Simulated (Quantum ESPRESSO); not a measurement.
# Solid-state NMR card for Ag₄I₃Br (changed cell)

```yaml
crystal:
  lattice:
    - [6.56037, 0.00000, 0.00000]
    - [0.00000, 6.56037, 0.00000]
    - [0.00000, 0.00000, 6.56037]
  atoms:
    - { symbol: Ag, position: [0.00629, 0.00629, 0.00629] }
    - { symbol: Br, position: [0.25000, 0.25000, 0.25000] }
    - { symbol: Ag, position: [0.00629, 0.49371, 0.49371] }
    - { symbol: I, position: [0.25000, 0.75000, 0.75000] }
    - { symbol: Ag, position: [0.49371, 0.00629, 0.49371] }
    - { symbol: I, position: [0.75000, 0.25000, 0.75000] }
    - { symbol: Ag, position: [0.49371, 0.49371, 0.00629] }
    - { symbol: I, position: [0.75000, 0.75000, 0.25000] }
```
The cell was made here from a computed Materials Project entry: one of 4 I replaced by Br, cell and atoms relaxed (PBE without dispersion, pw.x of a modified build of Quantum ESPRESSO, symmetry kept). The parent is AgI in F-43m. The swapped cell is a model, not a known phase. Stability against distortions was not tested. The run has no spin polarisation.

These are absolute shieldings with no macroscopic susceptibility term; δ = σ_ref − σ needs a reference computed alike. In our sweeps, cutoffs and meshes of this size left a few ppm, and up to some 20 ppm on atoms from Zn on. Spin–orbit coupling is left out; its weight grows with the heaviest atom, I here. No d partial waves on Br, I: the paramagnetic term there is incompletely reconstructed. The structure is static (0 K, no zero-point motion).

Ω = σ33 − σ11 of the symmetric part; where symmetry doesn't make it nil, it is less certain than σ_iso.

Problem. What do the calculations give at each independent site (shieldings by PBE GIPAW on JTH datasets (Quantum ESPRESSO), 20 Ha, k-mesh 4×4×4 shifted, f-sum rule met within 0.01 %)?

Solution. 
```
site                   site symmetry  σ_iso (ppm)  span Ω (ppm)
---------------------  -------------  -----------  ------------
Ag (atoms 1, 3, 5, 7)             3m         2927           103
Br (atom 2)                     -43m         2913             0
I (atoms 4, 6, 8)               -42m         5067           111
```
